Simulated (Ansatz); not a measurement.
WSe2:
```
CELL_PARAMETERS angstrom
      3.30261     0.00000     0.00000
     -1.65130     2.86014     0.00000
      0.00000     0.00000    13.22578
ATOMIC_POSITIONS crystal
  W  0.66667 0.33333 0.75000
  W  0.33333 0.66667 0.25000
  Se 0.33333 0.66667 0.87579
  Se 0.66667 0.33333 0.12421
  Se 0.66667 0.33333 0.37579
  Se 0.33333 0.66667 0.62421
```

x, y and z are the axes in which the lattice vectors are written.

Give the high-frequency dielectric tensor and the Born effective charge tensors of the independent atoms from DFPT, r²SCAN+D4 (plane waves, PAW; program Ansatz).


ε∞:
```
14.4  0.00  0.00
0.00  14.4  0.00
0.00  0.00  6.14
```
Z* of atom 1 (W), rows: field, columns: displacement, in e:
```
-1.07   0.00   0.00
 0.00  -1.07   0.00
 0.00   0.00  -0.58
```
Z* of atom 3 (Se), rows: field, columns: displacement, in e:
```
0.54  0.00  0.00
0.00  0.54  0.00
0.00  0.00  0.29
```

Static charges for comparison (Bader): W1 +1.18, Se3 -0.59 e. Born charges measure polarisation by displacement and can exceed these by far.

Space group P6_3/mmc. Symmetry was held in the r²SCAN+D4 relaxation. The run is not spin-polarised. Spin–orbit coupling is left out wherever it is not named.

Potentials: the later of the program's two PAW sets.
